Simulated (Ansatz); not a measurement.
## Phonons of NiSi2

The computed numbers are results of PBEsol, scalar-relativistic (collinear spin) in the plane-wave PAW code Ansatz at 420 eV, Gaussian smearing of 0.15 eV; PAW files: Ansatz's generated set soft_2.

```cif
data_structure
_symmetry_space_group_name_H-M 'P 1'
_symmetry_Int_Tables_number 1
_cell_length_a 3.8122
_cell_length_b 3.8122
_cell_length_c 3.8122
_cell_angle_alpha 60.000
_cell_angle_beta 60.000
_cell_angle_gamma 60.000
_cell_volume 39.17
loop_
_atom_site_label
_atom_site_type_symbol
_atom_site_fract_x
_atom_site_fract_y
_atom_site_fract_z
_atom_site_occupancy
Si1 Si 0.25000 0.25000 0.25000 1
Si2 Si 0.75000 0.75000 0.75000 1
Ni1 Ni 0.00000 0.00000 0.00000 1
```

The chain of runs began from a cell as deposited in COD, expanded in volume. Of that entry: the entry's cell lengths or inner coordinates differ somewhat from later room-temperature determinations.

Moments typed, the run going on from the state of an earlier one (μB, in the order of the atoms): 0.0, 0.0, 0.05.

The moments died out.

Force constants come from finite displacements in a 2×2×2 supercell (the unit cell's 12×12×12 k-mesh, folded to it); the long-range dipole term is not included. Points in reciprocal vectors of this cell: Γ = (0.000, 0.000, 0.000), X = (0.500, 0.000, 0.500), U = (0.625, 0.250, 0.625), K = (0.375, 0.375, 0.750), L = (0.500, 0.500, 0.500), W = (0.500, 0.250, 0.750).

Q: Is the structure dynamically stable along this path, and where does the spectrum end?

A: Yes: no branch is imaginary beyond numerical noise. The highest frequency is 414 cm⁻¹, at X. Points that don't fit the supercell are interpolated.

Frequencies at the named points (cm⁻¹, imaginary ones negative):
```tsv
point	ω (cm⁻¹)
Γ	0 0 0 309 309 309 328 328 328
X	141 141 251 251 254 258 380 380 414
U	133 197 215 257 259 313 373 373 405
K	133 197 215 257 259 313 373 373 405
L	102 102 265 299 299 347 347 349 391
W	169 193 193 252 269 336 336 390 403
```

Q: What does the harmonic approximation give for the vibrational free energy, entropy and heat capacity?

A: Zero-point energy 50.8 meV/atom.
```tsv
T (K)	F_vib (meV/atom)	S (J/K per mole of atoms)	C_V (J/K per mole of atoms)
100	49.3	4.6	9.0
200	39.6	14.1	18.0
300	20.6	22.1	21.4
400	-5.8	28.5	22.8
500	-38.1	33.7	23.6
600	-75.4	38.0	24.0
700	-116.8	41.8	24.2
800	-161.8	45.0	24.4
900	-209.9	47.9	24.5
1000	-260.9	50.5	24.6
```

The highest mode, 414 cm⁻¹, is worth 600 K. At 300 K the heat capacity has reached 86 % of the classical limit 3R = 24.9 J/K per mole of atoms, since the stiffer modes are still partly frozen out.

The crystal is a metal or nearly so; low and unstable modes depend on mesh and smearing.

Run time: 76 s on 4 threads of Intel(R) Xeon(R) 6975P-C (Granite Rapids), on a shared host, peak memory 2.9 GiB.
